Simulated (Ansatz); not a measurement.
According to plane-wave PAW r²SCAN (Ansatz code), CuO in the tetragonal phase (I4/mmm; Cu on 2a, O on 2b) relaxes to a = 2.759 Å, c = 5.442 Å. Cu has 4 nearest neighbours from 1.95 Å (square planar); O has 4 nearest neighbours from 1.95 Å (square planar). Against the elements it lies at -0.56 eV/atom, with no fitted shifts.

Electronic character: metallic (no gap). The magnetic state found is ferromagnetic. The net moment is 0.27 μB per atom.

The start of the workflow was typed in or built on a structure type; neither database checked (COD, Materials Project) lists it. It is not the phase usual at ambient conditions (space group No. 15). Symmetry was held in the r²SCAN relaxation; its stability against distortions is not shown here. Spin order of the final state: ferromagnetic, the only order run, not a proven ground state. The cell computed holds one magnetic atom, so no antiferromagnetic order was within reach. No Hubbard U is applied. The compound may be a true metal, but semilocal functionals without U, or a wrong spin order, can also close a gap. The references are the lowest solids computed at this level, not always the standard phases (solids in place of the gases).

Potentials: the earlier of the program's two PAW sets. The files were generated under PBE; for other functionals the program regenerates the frozen cores, and for LDA and PBEsol the local potential too.
